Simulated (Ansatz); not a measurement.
ZnAg, DFT, LDA, all-electron LAPW, scalar-relativistic (Ansatz 0.2.0), run on 1 thread of Arm Neoverse V2 on a shared host.

The geometry is COD entry 9008800, unchecked; take it as a test cell. The listed cell was then made from it by scaling, straining or moving an atom.

Command: `ansatz run input.yaml --threads 1 --pin off --max-ram 3072MiB --backend cpu --events-out ev --progress --plain --runs-dir out`

```yaml
crystal:
  lattice:
    - [3.156, 0.0, 0.0]
    - [0.0, 3.156, 0.0]
    - [0.0, 0.0, 3.09288]
  atoms:
    - { symbol: Zn, position: [0.5, 0.5, 0.5] }
    - { symbol: Ag, position: [0.0, 0.0, 0.0] }
kpoints:
  mp_grid: { grid: [12, 12, 12] }
  band_path:
    path:
      - [0.0, 0.0, 0.0]
      - [0.0, 0.5, 0.0]
      - [0.5, 0.5, 0.0]
      - [0.0, 0.0, 0.0]
      - [0.0, 0.0, 0.5]
      - [0.0, 0.5, 0.5]
      - [0.5, 0.5, 0.5]
      - [0.0, 0.0, 0.5]
      - [0.0, 0.5, 0.0]
    npoints: 5
scf:
  occupations: { method: fermi_dirac, width: 0.03 }
hamiltonian:
  xc: lda
  pseudopotentials: { kind: all_electron, lapw: { basis_error: 0.00025 } }
output:
  forces: true
  stress: true
  eigenvalues: true
```

Problem. How large is the problem that the program sets up?

Solution. 196 irreducible k-points, 381 plane waves at Γ, 30 bands.

Problem. Estimate the wall time and the peak memory.

Solution. 63 s of wall time for 9 SCF iterations, with a peak of 0.84 GiB. Times on shared machines scatter by tens of per cent.
